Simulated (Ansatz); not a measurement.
Task: AlIr (rock salt, Fm-3m) is relaxed with plane-wave PAW r²SCAN (Ansatz code). What lattice parameters of the conventional cell result?

Result: a = 5.008 Å.

The start of the workflow was typed in or built on a structure type; neither database checked (COD, Materials Project) lists it. Its standing as an ambient phase is unchecked. The r²SCAN relaxation kept the symmetry of its start. At this level the phase is mechanically unstable. The run is not spin-polarised. Scalar-relativistic: spin–orbit coupling is off unless named, which matters more the heavier the elements.

Potentials: the later of the program's two PAW sets.
